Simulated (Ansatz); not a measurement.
An Ansatz input (plane waves, PAW) for GdMn in the CsCl-type structure that has something wrong with it:

```yaml
crystal:
  lattice:
    - [3.5623726939, 0.0, 0.0]
    - [0.0, 3.5623726939, 0.0]
    - [0.0, 0.0, 3.5623726939]
  atoms:
    - { symbol: Gd, position: [0.0, 0.0, 0.0], spin: 7.0 }
    - { symbol: Mn, position: [0.5, 0.5, 0.5], spin: -3.5 }
basis:
  ecutwfc: 420
  ecutrho_ratio: 4
kpoints:
  mp_grid: { grid: [8, 8, 8] }
hamiltonian:
  xc: pbe
  hubbard: { sites: [{ species: Gd, l: f, u_eff: 6.0 }] }
scf:
  occupations: { method: fixed }
  max_iter: 75
output:
  forces: true
  stress: true
magnetization:
  spin_polarized: true
```

Launched as:
```sh
ansatz run input.yaml --threads 2 --pin off --max-ram 2662MiB --backend cpu --events-out ev --progress --plain --runs-dir out
```

Q: What is wrong with it?

A: Fixed occupations whatever the gap. Against the sound input: scf.occupations: {"method": "gaussian", "width": 0.05} → {"method": "fixed"} (the cap on iterations is only a precaution).

What the program printed:

```
Error: inconsistent input (scf.occupations.method, magnetization): a σ = 0 step fill (method: fixed, or a smearing width below the step floor) cannot realise an odd electron count (33) without a locked total moment — the per-k integer fill puts the same N_el/2 bands in each spin channel; set magnetization.spin_polarized: true with magnetization.spin_locking.lock_magnetization: hard and an odd magnetization.initial_magnetization (the unpaired electron then fills one channel), or use a smearing method with a finite width, such as fermi_dirac
```

The input was refused before any iteration. It ran for 0.1 s on 2 threads of Arm Neoverse V2, on a shared host, peak memory 0.084 GiB. The run before the change (PBE+U (U_eff = 6 eV on Gd 4f), 420 eV, 8×8×8 mesh) gave:

```tsv
run	P (GPa)	gap on the mesh (eV)	cell moment (μB)	largest force component (eV/Å)
sound	0.0	metal	4.18	0.000
```

The two runs also differ in their start: the sound one had the moments 8.10, -3.91 μB typed, and went on from the state of an earlier run.

The structure was built from a prototype; whether the compound forms in it isn't claimed.

Of that run: Open d and f shells can converge to several self-consistent states; this is the one that the run reached.
